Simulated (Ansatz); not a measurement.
B:
```
CELL_PARAMETERS angstrom
      2.44916     1.41402     4.17097
     -2.44916     1.41402     4.17097
      0.00000    -2.82804     4.17097
ATOMIC_POSITIONS crystal
  B  0.00987 0.65441 0.00987
  B  0.99013 0.34559 0.99013
  B  0.00987 0.00987 0.65441
  B  0.99013 0.99013 0.34559
  B  0.65441 0.00987 0.00987
  B  0.34559 0.99013 0.99013
  B  0.22051 0.63175 0.22051
  B  0.77949 0.36825 0.77949
  B  0.22051 0.22051 0.63175
  B  0.77949 0.77949 0.36825
  B  0.63175 0.22051 0.22051
  B  0.36825 0.77949 0.77949
```

Relaxed with r²SCAN.

Give the optical modes at the zone centre with their infrared and Raman activity from DFPT, plane-wave PAW r²SCAN (Ansatz code).

Transverse frequencies, without the LO–TO term; a row sums one degenerate level.

```
ω (cm⁻¹)  degeneracy  IR ((D/Å)²/amu)  Raman (Å⁴/amu)  activity  symmetry
--------  ----------  ---------------  --------------  --------  --------
488                1             0.00               0    silent       A1u
513                1             0.00               0    silent       A2g
536                2             0.00             190     Raman        Eg
562                2             0.11               0        IR        Eu
592                2             0.00              15     Raman        Eg
609                2             0.07               0        IR        Eu
710                1             0.00              47     Raman       A1g
717                2             6.11               0        IR        Eu
723                2             0.00             8.3     Raman        Eg
737                1             0.00               0    silent       A2g
792                2             0.00             670     Raman        Eg
805                2             0.72               0        IR        Eu
808                1             0.00               0    silent       A1u
808                1             0.00            3400     Raman       A1g
811                1             0.20               0        IR       A2u
816                2             2.74               0        IR        Eu
826                1             0.00               0    silent       A2u
890                2             0.00             250     Raman        Eg
936                1             0.00            1900     Raman       A1g
947                1             1.23               0        IR       A2u
1138               2             0.00             290     Raman        Eg
1191               1             0.00            1200     Raman       A1g
```

How high does the top mode go among those that the LO–TO term moves?

818 cm⁻¹ for q along x, 818 cm⁻¹ for q along y, 949 cm⁻¹ for q along z.

Space group R-3m (α-B12). The cell was relaxed with r²SCAN under the symmetry of its start; phonons on a q-mesh show no instability.

Potentials: the earlier of the program's two PAW sets.
